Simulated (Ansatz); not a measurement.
## BaTiO3 (Pm-3m), one atom moved along a line

Theory: DFT r2SCAN, scalar-relativistic, plane waves, PAW in Ansatz. Cutoff 500 eV, Γ-centred 8×8×8 k-points, Gaussian smearing of 0.05 eV. Spin–orbit coupling is left out, which matters for the heavy elements here. No spin polarisation. Energies are free energies at this smearing, counted from the undisturbed cell; pressure is positive in compression.

Reference structure (relaxed at this level; it needn't be the usual structure):

```
Ba Ti O
1.0
     3.99397    0.00000    0.00000
     0.00000    3.99397    0.00000
     0.00000    0.00000    3.99410
Ba Ti O
1 1 3
Direct
  0.00000 0.00000 0.00000
  0.50000 0.50000 0.50000
  0.50000 0.50000 0.00000
  0.50000 0.00000 0.50000
  0.00000 0.50000 0.50000
```

Atom 2 (Ti) is moved by x along the Cartesian unit vector (1.000, 0.000, 0.000); the cell and all other atoms stay fixed.

```tsv
x (Å)	ΔE (meV/cell)
-0.1000	1.8
-0.0333	-0.3
0.0000	0.0
0.0167	-0.1
0.0500	-0.4
0.0667	-0.4
0.0833	0.3
```

(1) Predict the gap on the mesh (eV) at each point.

## Answers

(1)
| x (Å) | gap on the mesh (eV) |
| --- | --- |
| -0.1000 | 2.19 |
| -0.0333 | 2.17 |
| 0.0000 | 2.17 |
| 0.0167 | 2.17 |
| 0.0500 | 2.18 |
| 0.0667 | 2.18 |
| 0.0833 | 2.18 |

Symmetry holds off the tilts and polar distortions that many cubic perovskites undergo.

Cost: 7 runs of about 3.2 core-minutes in all, on Intel Xeon 6975P-C (Granite Rapids) (shared hosts).